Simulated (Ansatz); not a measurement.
AlV₂C in space group P6_3/mmc (No. 194; Al on 2c, V on 4f, C on 2a), plane-wave PAW r²SCAN (Ansatz code), all energies at zero smearing, with the estimated change up to a 700 eV cutoff added, with one set of potentials and settings (totals compare only within such a set). Cell of 8 atoms (2 Al, 4 V, 2 C): -13257.087 eV.

| element | reference phase | E (eV/atom) |
|---|---|---|
| Al | Fm-3m, 1 atoms in the cell | -540.4106 |
| V | Im-3m, 1 atoms in the cell | -2917.0517 |
| C | P6_3/mmc, 4 atoms in the cell | -251.6688 |

Formation energy per atom, worked out: (-13257.087 − 2×(-540.4106) − 4×(-2917.0517) − 2×(-251.6688))/8 = -0.590 eV/atom (-57 kJ per mol of atoms), at 0 K, without zero-point energy or fitted corrections.

The r²SCAN relaxation kept the symmetry of its start. The run is not spin-polarised. The references are the lowest solids computed at this level, not always the standard phases.

Potentials: the earlier of the program's two PAW sets. The files were generated under PBE; for other functionals the program regenerates the frozen cores, and for LDA and PBEsol the local potential too.
